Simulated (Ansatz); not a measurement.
Given:

AgW:
```cif
data_AgW
_chemical_formula_sum 'Ag1 W1'
_space_group_name_H-M_alt 'P 1'
_space_group_IT_number 1
_cell_length_a 3.17622
_cell_length_b 3.17622
_cell_length_c 3.17622
_cell_angle_alpha 90.000
_cell_angle_beta 90.000
_cell_angle_gamma 90.000
loop_
_space_group_symop_operation_xyz
  'x, y, z'
loop_
_atom_site_label
_atom_site_type_symbol
_atom_site_fract_x
_atom_site_fract_y
_atom_site_fract_z
_atom_site_occupancy
Ag1 Ag 0.00000 0.00000 0.00000 1
W1 W 0.50000 0.50000 0.50000 1
```

This is the PBEsol-relaxed structure.

Task: All from the program Ansatz at the PBEsol level (PAW), unless another level is named. Estimate the density of states at the Fermi level.

Result: 1.5 states/eV per atom (mean over ±0.08 eV).

Task: What about the formation energy from the elements (no fitted shifts)?

Result: 1.14 eV/atom.

Space group Pm-3m (CsCl type). The start of the workflow was typed in or built on a structure type; neither database checked (COD, Materials Project) lists it. Whether it is the stable phase at ambient conditions was not checked. Symmetry was held in the PBEsol relaxation. At this level the phase is mechanically unstable. The run is not spin-polarised. Its formation energy is positive at this level, so the cell may be metastable or incomplete. The references are the lowest solids computed at this level, not always the standard phases. Scalar-relativistic: spin–orbit coupling is off unless named, which matters more the heavier the elements.

Potentials: the earlier of the program's two PAW sets. The files were generated under PBE; for other functionals the program regenerates the frozen cores, and for LDA and PBEsol the local potential too.
